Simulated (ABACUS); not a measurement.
**Variants of one calculation on Sr5Cd3 (I4/mcm, 32 atoms in the cell; from Materials Project mp-542484)**

```
CELL_PARAMETERS angstrom
      8.77162     0.00000     0.00000
      0.00000     8.77162     0.00000
      0.00000     0.00000    16.41355
ATOMIC_POSITIONS crystal
  Sr 0.50000 0.50000 0.00000
  Sr 0.00000 0.00000 0.00000
  Sr 0.66916 0.16916 0.14678
  Sr 0.83084 0.33084 0.35322
  Sr 0.83084 0.66916 0.14678
  Sr 0.66916 0.83084 0.35322
  Sr 0.33084 0.83084 0.14678
  Sr 0.16916 0.66916 0.35322
  Sr 0.16916 0.33084 0.14678
  Sr 0.33084 0.16916 0.35322
  Sr 0.00000 0.00000 0.50000
  Sr 0.50000 0.50000 0.50000
  Sr 0.16916 0.66916 0.64678
  Sr 0.33084 0.83084 0.85322
  Sr 0.33084 0.16916 0.64678
  Sr 0.16916 0.33084 0.85322
  Sr 0.83084 0.33084 0.64678
  Sr 0.66916 0.16916 0.85322
  Sr 0.66916 0.83084 0.64678
  Sr 0.83084 0.66916 0.85322
  Cd 0.50000 0.50000 0.25000
  Cd 0.00000 0.00000 0.25000
  Cd 0.87870 0.37870 0.00000
  Cd 0.12130 0.62130 0.00000
  Cd 0.62130 0.87870 0.00000
  Cd 0.37870 0.12130 0.00000
  Cd 0.00000 0.00000 0.75000
  Cd 0.50000 0.50000 0.75000
  Cd 0.37870 0.87870 0.50000
  Cd 0.62130 0.12130 0.50000
  Cd 0.12130 0.37870 0.50000
  Cd 0.87870 0.62130 0.50000
```

Base run A: LDA (PW92), numerical atomic orbitals TZP (confined pseudo-atomic orbitals; energy shift 0.003 Ry), PseudoDojo 0.4 standard norm-conserving LDA (tails mended) pseudopotentials (ABACUS), self-consistent single point.

Its settings: basis = TZP numerical atomic orbitals, energy shift 0.003 Ry; KPT = Gamma 2 2 1 0 0 0; basis_type = lcao; dft_functional = PWLDA; ecutwfc = 100 Ry; smearing_method = mv; smearing_sigma = 0.0199916 Ry; potentials = PseudoDojo 0.4 standard norm-conserving LDA (tails mended); symmetry = 1; ks_solver = scalapack_gvx; scf_nmax = 100; scf_thr = 1.0e-07; mixing_type = pulay; mixing_beta = 0.7.

The atom-centred basis is finite, which shifts total energies, pressures and forces against plane waves. The structure comes from a collection of computed structures, made at another level of theory; the collection holds predicted forms beside known ones. No clean gap shows at this smearing width and mesh (spacing up to 0.38 Å⁻¹); the mesh is coarse for partly filled bands, so the values carry mesh errors.

ΔF is the free energy per atom less that of run A. Absolute energies have different zeros for different potentials, functionals, Hubbard and dispersion terms and are not compared across them.

```csv
run,change,ΔF (meV/atom),pressure (GPa),largest force (eV/Å),k-points,basis size
A,base,0.00,-2.72,0.125,3,600
B,ecutwfc: 100 Ry → 175 Ry,-0.01,-2.72,0.124,3,600
C,ecutwfc: 100 Ry → 40 Ry,2.2,-2.60,0.125,3,600
D,lattice vector b scaled by 0.98,-12.4,-2.37,0.114,4,600
E,KPT: Gamma 2 2 1 0 0 0 → Gamma 4 4 2 0 0 0,-5.0,-2.61,0.101,12,600
F,smearing_method: mv → gaussian; smearing_sigma: 0.0199916 Ry → 0.0146997 Ry,-8.8,-2.71,0.120,3,600
G,smearing_sigma: 0.0199916 Ry → 0.0110248 Ry,4.7,-2.76,0.134,3,600
H,symmetry: 1 → 0,0.00,-2.72,0.125,4,600
I,lattice vector a scaled by 1.01,7.0,-2.88,0.140,4,600
J,lattice vector c scaled by 1.02,13.9,-2.98,0.140,3,600
K,scf_nmax: 100 → 200; mixing_beta: 0.7 → 0.8,0.00,-2.72,0.125,3,600
L,"basis_set: TZP numerical atomic orbitals, energy shift 0.003 Ry → DZP numerical atomic orbitals, energy shift 0.003 Ry",27.5,-2.64,0.112,3,508
```

Run D against A: The free energy drops by 12.4 meV/atom, the pressure goes from -2.72 to -2.37 GPa and the largest force goes from 0.125 to 0.114 eV/Å.

Run L against A: The free energy goes up by 27.5 meV/atom, the pressure hardly changes (-2.72 to -2.64 GPa) and the largest force goes from 0.125 to 0.112 eV/Å.

Run C against A: The free energy rises by 2.2 meV/atom, the pressure goes from -2.72 to -2.60 GPa and the largest force stays at 0.125 eV/Å.

Small differences between rows can be mesh errors.

The atomic orbitals were generated for these runs; they are not ABACUS's published sets and were checked against plane waves on a few crystals only.

“Tails mended”: in these copies of the files the far tail of each local potential was reset to the Coulomb form.
